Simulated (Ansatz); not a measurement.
Ga₃Sb, before and after

A trial structure of Ga₃Sb was built thus: random cell by space group and Wyckoff sites (P-3m1, No. 164). The dimensions are guesses.

POSCAR.start

```
Ga Sb
1.0
     3.73927    0.00000    0.00000
    -1.86964    3.23831    0.00000
     0.00000    0.00000    7.68163
Ga Sb
3 1
Direct
  0.33333 0.66667 0.02611
  0.66667 0.33333 0.97389
  0.00000 0.00000 0.00000
  0.00000 0.00000 0.50000
```

Level of theory: DFT PBE, scalar-relativistic, plane waves, PAW in Ansatz. Cutoff 420 eV, Gaussian smearing, Γ-centred meshes. Cell and atoms relax first on a coarse mesh and then on a finer one. In between, the cell is made exact in the group found at 0.06 Å. In metals the finer mesh still leaves noise of several meV/atom or more. The steps can't lower the symmetry of their start. No spin polarisation.

POSCAR.end

```
Ga Sb
1.0
     4.20216    0.00000    0.00000
    -2.10108    3.63918    0.00000
     0.00000    0.00000    6.06834
Ga Sb
3 1
Direct
  0.33333 0.66667 0.21950
  0.66667 0.33333 0.78050
  0.00000 0.00000 0.00000
  0.00000 0.00000 0.50000
```

The symmetry stays P-3m1 (No. 164). The volume per atom stays near 23.2 Å³. The shortest distance goes from 2.17 Å (Ga–Ga) to 2.77 Å (Ga–Ga). The ratio c/a of the conventional cell changes by a factor of 0.70. The energy falls by about 2.0 eV/atom (the start's value is from the coarse mesh). The end is written in a standard setting, so origin, axes and order of atoms can differ from the start's.

```
Volume per atom                            : 23.20 Å³
Density                                    : 5.92 g/cm³
Formation energy                           : +0.05 eV/atom
Gap on the 12×12×8 mesh of the 4-atom cell : 0 eV (a metal)
```

Formation energies are uncorrected and refer to the elements' standard structures at the same level. A positive value: parting into the elements would lower its energy.

The last run used Gaussian smearing of 0.10 eV. Spin–orbit coupling, which can matter for Sb, is left out. Symmetry constrained the relaxation, so the result can be a saddle point. In all, the 4 runs took 5.7 min on 1 thread of Arm Neoverse V1 (shared host).
